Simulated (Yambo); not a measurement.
G0W0@LDA for LiIOH2 (space group Pmma, No. 51) in Yambo. Reference settings: 2×2×2 Γ-centred k mesh, bands 3 to 219 and a 7 Ry block in the screening, 219 bands in G with the Bruneval-Gonze terminator, plasmon pole fitted at 27.2 eV. The LDA gap (0, -0.5, 0) → Γ on this mesh is 3.39 eV; G0W0 gaps are taken between the same points.

The settings were changed. The gap went from 5.60 eV to 5.44 eV, and the shift of the valence edge from -1.28 eV to -1.14 eV.

### Question
Name the change that produced these shifts.
(A) 48 bands in W, 48 bands in G, 3 Ry block
(B) 48 bands in W, 48 bands in G, 4 Ry block
(C) 48 bands in W, 48 bands in G, 2 Ry block
(D) 4 Ry block

### Answer
D, 4 Ry block. The others gave (gap, valence shift): 48 bands in W, 48 bands in G, 2 Ry block: 5.41, -0.66 eV; 48 bands in W, 48 bands in G, 3 Ry block: 5.45, -0.69 eV; 48 bands in W, 48 bands in G, 4 Ry block: 5.51, -0.72 eV.

Spin-orbit coupling is not included.

Geometry of the Materials Project entry, not relaxed at this level; primitive cell a = 6.4345 Å, b = 4.3971 Å, c = 5.6203 Å, α = β = γ = 90.00°.

The structure is a Materials Project entry; no match was found in the copy of COD used, and its stability was not checked.

A shift is the quasiparticle energy of the state minus its LDA energy.

The distance between layers or molecules is the database entry's, not relaxed here. Functionals without dispersion can leave it too large, which widens gaps and weakens the response across layers: the numbers belong to this cell.
